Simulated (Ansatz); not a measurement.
Al$_{2}$O$_{3}$:
```
Al2O3
1.0
    2.37941     1.37376     4.33174
   -2.37941     1.37376     4.33174
    0.00000    -2.74751     4.33174
Al O
4 6
Direct
  0.14809   0.14809   0.14809
  0.85191   0.85191   0.85191
  0.35191   0.35191   0.35191
  0.64809   0.64809   0.64809
  0.94364   0.55636   0.25000
  0.05636   0.44364   0.75000
  0.25000   0.94364   0.55636
  0.75000   0.05636   0.44364
  0.55636   0.25000   0.94364
  0.44364   0.75000   0.05636
```

Relaxed with r²SCAN. Special points in fractions of this cell's reciprocal vectors: Γ (0.000, 0.000, 0.000); T (0.500, 0.500, 0.500); H2 (0.766, 0.234, 0.500); H0 (0.500, -0.234, 0.234); L (0.500, 0.000, 0.000); S0 (0.367, -0.367, 0.000); S2 (0.633, 0.000, 0.367); F (0.500, 0.000, 0.500).

Problem. List the band energies nearest the valence-band maximum at these points for DFT-r²SCAN in the program Ansatz with PAW potentials.

Solution. In eV from the valence-band maximum; about four levels below and three above (degenerate sets whole), none deeper than 8.9 eV; points with the same levels are listed once.

```
k                          below                    above
--  ----------------------------  -----------------------
Γ   -0.52 -0.52 -0.05 -0.05 0.00         7.14 10.14 11.96
T        -0.39 -0.39 -0.39 -0.39    9.63 9.63 12.19 12.19
H2       -0.87 -0.87 -0.52 -0.52  10.73 10.73 11.14 11.14
L        -0.93 -0.93 -0.29 -0.29  10.43 10.43 10.72 10.72
S0       -0.91 -0.88 -0.58 -0.29        10.54 10.57 10.74
F        -1.05 -0.92 -0.77 -0.27        10.62 10.79 10.90
```

Space group R-3c (corundum). Symmetry was held in the r²SCAN relaxation.

Potentials: the later of the program's two PAW sets.
